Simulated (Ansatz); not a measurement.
Ta:
```xyz
1
Lattice="-1.6428 1.6428 1.6428 1.6428 -1.6428 1.6428 1.6428 1.6428 -1.6428" Properties=species:S:1:pos:R:3 pbc="T T T"
Ta     0.0000     0.0000     0.0000
```

Relaxed with PBE+D3(BJ). Special points in fractions of this cell's reciprocal vectors: Γ (0.000, 0.000, 0.000); H (0.500, -0.500, 0.500); N (0.000, 0.000, 0.500); P (0.250, 0.250, 0.250).

**Question.** List the band energies nearest the Fermi level at these points for the program Ansatz at the PBE+D3(BJ) level (PAW).

**Answer.** In eV from the Fermi level; about four levels below and three above (degenerate sets whole), none deeper than 8.9 eV; points with the same levels are listed once.

```json
[
 {"k": "Γ", "below": "-7.95", "above": "0.74 0.74 0.74"},
 {"k": "H", "below": "-3.90 -3.90", "above": "6.97 6.97 6.97"},
 {"k": "N", "below": "-4.44 -1.58", "above": "1.66 3.96 5.01"},
 {"k": "P", "below": "-1.24 -1.24 -1.24", "above": "5.19 5.19 7.26"}
]
```

Space group Im-3m (bcc (W type)). The PBE+D3(BJ) relaxation kept the symmetry of its start. No spin polarisation was allowed. The pairwise dispersion correction was not fitted to metals. Spin–orbit coupling is left out wherever it is not named.

Potentials: the later of the program's two PAW sets.
